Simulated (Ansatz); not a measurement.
Re, DFT, LDA, all-electron LAPW, scalar-relativistic (Ansatz 0.2.0), run on 1 thread of Intel(R) Xeon(R) 6975P-C (Granite Rapids) on a shared host.

The cell is a database entry far from equilibrium at this level of theory, probably a faulty or high-pressure entry; it serves as a test geometry alone. The listed cell was then made from it by scaling, straining or moving an atom.

Command: `ansatz run input.yaml --threads 1 --pin off --max-ram 3072MiB --backend cpu --events-out ev --progress --plain --runs-dir out`

```yaml
crystal:
  lattice:
    - [0.0, 2.0009898225, 2.0009898225]
    - [2.0009898225, 0.0, 2.0009898225]
    - [2.0009898225, 2.0009898225, 0.0]
  atoms:
    - { symbol: Re, position: [0.0, 0.0, 0.0] }
kpoints:
  mp_grid: { grid: [14, 14, 14] }
  band_path:
    path:
      - [0.0, 0.0, 0.0]
      - [0.5, 0.0, 0.5]
      - [0.625, 0.25, 0.625]
      - [0.375, 0.375, 0.75]
      - [0.0, 0.0, 0.0]
      - [0.5, 0.5, 0.5]
      - [0.5, 0.25, 0.75]
      - [0.5, 0.0, 0.5]
    npoints: 5
scf:
  occupations: { method: fermi_dirac, width: 0.03 }
hamiltonian:
  xc: lda
  pseudopotentials: { kind: all_electron, lapw: { basis_error: 0.001 } }
output:
  forces: true
  stress: true
  eigenvalues: true
```

(1) How large is the problem that the program sets up?

(2) About how long does it take, and how much memory does it use?

Answers

(1) 104 irreducible k-points, 169 plane waves at Γ, 24 bands.

(2) 7.1 s of wall time for 8 SCF iterations, with a peak of 0.35 GiB. Times on shared machines scatter by tens of per cent.
